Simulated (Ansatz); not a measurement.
TlBr (rock salt, Fm-3m) under volume change, DFT-PBEsol in the program Ansatz with PAW potentials, scaled uniformly.

| V (Å³/atom) | E − E(relaxed) (meV/atom) | P (GPa) |
|---|---|---|
| 32.102 | 22.5 | 2.50 |
| 33.160 | 9.4 | 1.51 |
| 34.219 | (withheld) | (withheld) |
| 35.277 | 0.0 | 0.00 |
| 36.335 | 2.0 | -0.58 |
| 37.394 | (withheld) | (withheld) |
| 38.452 | 15.7 | -1.45 |

Question: Some entries are withheld; supply them.

Answer: 
- 37.394, E − E(relaxed) (meV/atom): 7.4
- 37.394, P (GPa): -1.05
- 34.219, E − E(relaxed) (meV/atom): 2.2
- 34.219, P (GPa): 0.69

Question: What does a third-order Birch–Murnaghan fit give for V₀, B₀ and B′?

Answer: V₀ = 35.27 Å³/atom, B₀ = 20.9 GPa, B′ = 5.1.

The cell is a constructed one: a structure type filled with these elements; the Crystallography Open Database copy checked does not list it. COD files the formula under space group No. 221, so this cell is another polymorph or a model. Whether it is the stable phase at ambient conditions was not checked. Symmetry was held in the PBEsol relaxation; whether a distortion lowers the energy is not shown. Spin–orbit coupling is left out wherever it is not named.

Potentials: the later of the program's two PAW sets.
